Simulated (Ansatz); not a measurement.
Starting cell, C (diamond):

```
CELL_PARAMETERS angstrom
      0.00000     3.57157     3.57157
      1.78578     0.00000     1.78578
      1.78578     1.78578     0.00000
ATOMIC_POSITIONS crystal
  C  0.25000 0.50000 0.50000
  C  0.75000 0.50000 0.50000
  C  0.37500 0.75000 0.75000
  C  0.87500 0.75000 0.75000
```

In this cell atom 3 (C, nearest neighbour C at 1.547 Å; its periodic images, 2.5 Å or more away, move with it) is moved by u·(0.707, 0.707, 0.000) + v·(0.000, 0.000, 1.000); the rest is frozen.

The numbers are results of PBE (plane waves to 420 eV, PAW, scalar-relativistic; Ansatz, an electronic-structure program), not measurements. k mesh 13×13×13 (Γ-centred), Fermi-Dirac smearing 0.05 eV. Energies are smeared free energies. Points where atoms come too close for the PAW data are left out (x in tables, blank in figures). As the smearing reaches across the gap at some points, energies and forces of such displacements shift with the k mesh and the smearing. C was relaxed with its symmetry unable to fall. ΔE is measured from the undisplaced structure. Axes are in Å.

| ΔE (meV/cell) | u = -0.390 | u = -0.260 | u = -0.130 | u = 0.000 | u = 0.130 | u = 0.260 | u = 0.390 |
|---|---|---|---|---|---|---|---|
| v = -0.390 | x | x | (withheld) | 2796 | (withheld) | x | x |
| v = -0.260 | x | 3759 | 1921 | 1326 | 1921 | 3759 | x |
| v = -0.130 | 4307 | 2128 | 787 | 342 | 787 | 2128 | 4307 |
| v = 0.000 | 2676 | 1245 | 315 | 0 | 315 | 1245 | 2676 |
| v = 0.130 | 2020 | 1140 | 544 | 338 | 544 | 1140 | 2020 |
| v = 0.260 | 2180 | 1715 | 1408 | 1300 | 1408 | 1715 | 2180 |
| v = 0.390 | (withheld) | 2770 | 2734 | 2728 | 2734 | 2770 | (withheld) |

Question: What belongs in the gaps?

Answer: 
- v = -0.390, u = -0.130: 3544
- v = -0.390, u = 0.130: 3544
- v = 0.390, u = -0.390: 2919
- v = 0.390, u = 0.390: 2919

(A displaced cell: forces are minus the slopes of the energy, force constants its curvatures, and phonons follow from these.)
